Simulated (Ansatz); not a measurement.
Ansatz (a quantum-chemistry and plane-wave program) input:

Ansatz 0.2 input:
```yaml
crystal:
  lattice:
    - [3.964366414, 0.0, 0.0]
    - [0.0, 3.964366414, 0.0]
    - [0.0, 0.0, 3.964366414]
  atoms:
    - { symbol: In, position: [0.0, 0.0, 0.0] }
    - { symbol: Pt, position: [0.0, 0.5, 0.5] }
    - { symbol: Pt, position: [0.5, 0.0, 0.5] }
    - { symbol: Pt, position: [0.5, 0.5, 0.0] }
kpoints:
  mp_grid: { grid: [22, 22, 22] }
hamiltonian:
  xc: lda
  pseudopotentials: { kind: paw }
scf:
  occupations: { method: fermi_dirac, width: 0.1 }
elastic: { mode: relaxed_ion, stencil: two_point, amplitude: 0.005, f_tol: 0.0005 }
```

Output (shortened):

```
Pseudopotential: In, paw, valence charge 13
Pseudopotential: Pt, paw, valence charge 18
Functional definition: SPW92
Crystal: 4 atoms, lattice volume = 62.305 Å³
Basis set: ecut = 420 eV, 1213 PW (Γ)
Bands: 41, of which v1, the nominal top of the filled ones, is band 34 counted from 1 (33 counted from 0)
Symmetry: 48 space group operations
Space group: Pm-3m (ITA 221), of the structure as read, at distance tolerance 4.0e-5 Å
k-points: 364 of 10648
SCF 1 converged in 11 iterations: F = -42193.697403 eV  dr2 = 9.53e-15
Crystal: 4 atoms, lattice volume = 61.993 Å³
Symmetry: 16 space group operations
k-points: 936 of 10648
SCF 2 converged in 9 iterations: F = -42193.695463 eV  dr2 = 8.44e-14
Crystal: 4 atoms, lattice volume = 62.616 Å³
Basis set: ecut = 420 eV, 1221 PW (Γ)
SCF 3 converged in 7 iterations: F = -42193.696232 eV  dr2 = 1.30e-14
Crystal: 4 atoms, lattice volume = 62.304 Å³
Symmetry: 8 space group operations
k-points: 1596 of 10648
SCF 4 converged in 8 iterations: F = -42193.696915 eV  dr2 = 2.83e-14
Crystal: 4 atoms, lattice volume = 62.304 Å³
SCF 5 converged in 7 iterations: F = -42193.696915 eV  dr2 = 1.01e-14
SCF converged after 11 iterations
Free energy (F): -42193.697403 eV
Harris-Foulkes:  -42193.697403 eV  (|F-HF|=7.28e-12)
Internal energy: -42193.606271 eV  (E = F + TS)
E sigma→0 (E₀):  -42193.651837 eV
Entropy (-TS):   -0.091132 eV (-22.783 meV/atom)
Fermi energy:    21.090210 eV
--- Per-component energies (eV) ---
  E_band       = -382.112851
  E_kinetic    = 2167.317495
  E_local      = -5432.917598  (includes V_loc(G=0)·N_el)
  E_nonlocal   = 992.392687
  E_hartree    = 2048.405702
  E_xc         = -997.742428
  E_vxc        = -1013.430598  (∫ρ·V_xc dr)
  E_paw        = -31551.289380  (= ΣΔE_a)
  E_vpaw       = -1192.286786  (= ΣTr[D̂ρ^β])
  E_aug_tail   = 0.000544  (compensation charges beyond the density's cutoff)
  E_ewald      = -9421.449437
  E_core_change = 1.676145  (= ΣΔE_core)
  E_smearing   = -0.091132  (= −TS)
  E_closure    = 0.000000  (closes the sum)
  Σ components = -42193.697403   (vs F -42193.697403, Δ=0.00e0)
--- Forces (eV/Å), atoms counted from 1 ---
  atom   1  In     0.00000000     0.00000000     0.00000000
  atom   2  Pt     0.00000000     0.00000000     0.00000000
  atom   3  Pt     0.00000000     0.00000000     0.00000000
  atom   4  Pt     0.00000000     0.00000000     0.00000000
  max |Σ_I F_I| component: 0.0 eV/Å
--- Stress (GPa, compression-positive) ---
        0.189127       0.000000       0.000000
        0.000000       0.189127       0.000000
        0.000000       0.000000       0.189127
  P = ⅓ Tr σ = 0.1891 GPa (1.891 kbar)
--- Band table (eV; the first three rows and the last of 364) ---
  k-point 0: bands = ["-77.2562", "-77.2278", "-77.2278", "-31.5296", "-31.5296", "-31.5296", "-31.3539", "-31.3539", "-31.3539", "-31.2433", "-31.2433", "-31.2433", "6.7278", "6.7278", "6.7960", "6.7960", "6.7960", "10.2491", "14.1947", "15.7299", "15.7299", …
  k-point 1: bands = ["-77.2561", "-77.2279", "-77.2278", "-31.5287", "-31.5287", "-31.5282", "-31.3541", "-31.3541", "-31.3539", "-31.2448", "-31.2439", "-31.2439", "6.7294", "6.7310", "6.7964", "6.7975", "6.7975", "10.2746", "14.2113", "15.7336", "15.7396", …
  k-point 2: bands = ["-77.2557", "-77.2283", "-77.2278", "-31.5263", "-31.5263", "-31.5241", "-31.3548", "-31.3548", "-31.3541", "-31.2494", "-31.2457", "-31.2457", "6.7342", "6.7405", "6.7976", "6.8020", "6.8020", "10.3509", "14.2600", "15.7444", "15.7685", …
  k-point 363: bands = ["-77.2372", "-77.2372", "-77.2372", "-31.6202", "-31.4991", "-31.4991", "-31.4991", "-31.2589", "-31.2589", "-31.2546", "-31.2546", "-31.2546", "6.7291", "6.7291", "6.7291", "6.9570", "6.9570", "12.9750", "15.0905", "15.0905", …
--- Elastic constants: 2 strain directions × 2 members + reference (group order 48) ---
  dense FFT box of the reference and of every strained cell: 27×27×27
  strains applied: 11, 23; error gains: componentwise 1.00 (the most a stress slope's error grows in a printed constant), spectral 1.73 (1 for all six strains …
  C = ∂σ_k/∂η_j (tension-positive GPa; Voigt order 11 22 33 23 13 12):
       320.276    208.153    208.153      0.000      0.000      0.000
       208.153    320.276    208.153      0.000      0.000      0.000
       208.153    208.153    320.276      0.000      0.000      0.000
         0.000      0.000      0.000    100.603      0.000      0.000
         0.000      0.000      0.000      0.000    100.603      0.000
         0.000      0.000      0.000      0.000      0.000    100.603
  reference stress σ⁰ (GPa):     -0.189     -0.189     -0.189      0.000      0.000      0.000
  moduli (Voigt/Reuss/Hill, GPa): K = 245.53/245.53/245.53   G = 82.79/76.34/79.56   E = 215.42   ν = 0.354
  mechanically stable: yes (min eigenvalue of sym C = 100.60 GPa)
  strain η (Voigt 11):  stress-route row diagonal C_11 = 320.28 GPa, energy-path curvature d²(F+E_count+ΔE)/dδ²/Ω₀ = 320.27 GPa
         δ    σ_11 (GPa)             F (eV)   n_scf  n_hpsi   n_pw
    -5.000e-3      -1.8150      -42193.6954632       9  660214   1235   relax 0 steps, max|allowed force component| 0.0 eV/Å
     5.000e-3       1.3877      -42193.6962317       7  545204   1247   relax 0 steps, max|allowed force component| 0.0 eV/Å
  strain η (Voigt 23):  stress-route row diagonal C_44 = 100.60 GPa, energy-path curvature d²(F+E_count+ΔE)/dδ²/Ω₀ = 100.70 GPa
         δ    σ_23 (GPa)             F (eV)   n_scf  n_hpsi   n_pw
    -5.000e-3      -0.5030      -42193.6969147       8  1077984   1239   relax 0 steps, max|allowed force component| 0.0 eV/Å
     5.000e-3       0.5030      -42193.6969147       7  908134   1239   relax 0 steps, max|allowed force component| 0.0 eV/Å
```

Cost: roughly 10 core-minutes on shared cores.

The workflow started from a Materials Project entry (that database holds measured and hypothetical structures alike); the Crystallography Open Database files this formula in space group No. 221, but the cells were not matched. Its standing as an ambient phase is unchecked. The LDA relaxation kept the symmetry of its start; of distortions, only those at the zone centre were tested. The run is not spin-polarised. As this level gives no gap, shear constants depend on the k-mesh and smearing (Fermi–Dirac, 0.1 eV here). Spin–orbit coupling is left out wherever it is not named.

Potentials: the later of the program's two PAW sets.

Ansatz is a plane-wave DFT program.
